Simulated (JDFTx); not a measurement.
System: Ti(0001) (P6_3/mmc bulk; lattice of mp-46, not re-optimised at this level), 1x1 cell of 4 atoms in 4 planes, area 7.46 Å² a face, 6.8 Å between the outermost planes in a cell 23.0 Å high; k mesh 8×8×1, Fermi width 0.01 Ha, no spin polarisation.

Computed with JDFTx (a modified build): PBE, GBRV ultrasoft potentials, plane waves to 20/100 Ha. Liquid on both sides: CANDLE, acetonitrile, 1 M NaCl; nuclei fixed. At negative charge CANDLE's numbers also depend on the cell height, by up to tenths of a volt.

Charging data:

```csv
U − U_pzc (V),σ (μC/cm²)
-0.28,-3.75
0.00,0.00
0.32,6.43
```

Working it through: a check of Lippmann's equation. The grand free energy per area against the neutral slab, Δγ = [F(N) − F(N₀) − μ(N − N₀)]/2A, is taken from the total energies of the same runs.

```tsv
U − U_pzc (V)	Δγ (mJ/m²)
-0.28	-5.5
0.00	0.0
0.32	-9.8
```

Δγ is largest at zero charge and falls away from it, as dγ/dU = −σ demands. At 0.32 V the computed -9.8 mJ/m² stands beside -10.3 mJ/m² from the constant-capacitance formula.
